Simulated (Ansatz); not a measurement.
Relaxed-ion elastic tensor of SiC (wurtzite, P6_3mc) in GPa (Voigt order), LDA (plane waves, PAW; program Ansatz); density 3.28 g/cm³, 10.14 Å³ per atom.

```
 522   115  59.9   0.0   0.0   0.0
 115   522  59.9   0.0   0.0   0.0
59.9  59.9   564   0.0   0.0   0.0
 0.0   0.0   0.0   155   0.0   0.0
 0.0   0.0   0.0   0.0   155   0.0
 0.0   0.0   0.0   0.0   0.0   203
```

### Question
Is the crystal mechanically stable?

### Answer
Yes: the smallest eigenvalue of C is 155 GPa.

### Question
Work out the Voigt, Reuss and Hill averages.

### Answer
K_V = 231, K_R = 231, K_H = 231; G_V = 194, G_R = 187, G_H = 191 GPa.

### Question
Give Young's modulus, Poisson's ratio, Pugh's ratio and the universal anisotropy index.

### Answer
E = 9KG/(3K + G) = 449 GPa; ν = 0.18; K/G = 1.21 (brittle by the Pugh limit of 1.75); A_U = 5G_V/G_R + K_V/K_R − 6 = 0.18.

### Question
Estimate the sound speeds and the Debye temperature.

### Answer
v_l = √((K + 4G/3)/ρ) = 12200 m/s, v_t = √(G/ρ) = 7630 m/s, mean 8400 m/s; Θ = (h/k)(3n/4πV)^(1/3) v_m = 1150 K.

### Question
Solve the Christoffel equation for the three sound speeds along x, y, z.

### Answer
Eigenvalues of C_ijkl n_j n_l equal ρv² (piezoelectric stiffening left out). In km/s, slowest first: x 6.87, 7.87, 12.61; y 6.87, 7.87, 12.61; z 6.87, 6.87, 13.11.

### Question
How much does each axis shrink under pressure?

### Answer
Linear compressibilities β_i = Σ_j S_ij (j = 1 to 3): x 1.4, y 1.4, z 1.5 per TPa.

Symmetry was held in the LDA relaxation; phonons on a q-mesh show no instability.

Potentials: the earlier of the program's two PAW sets.
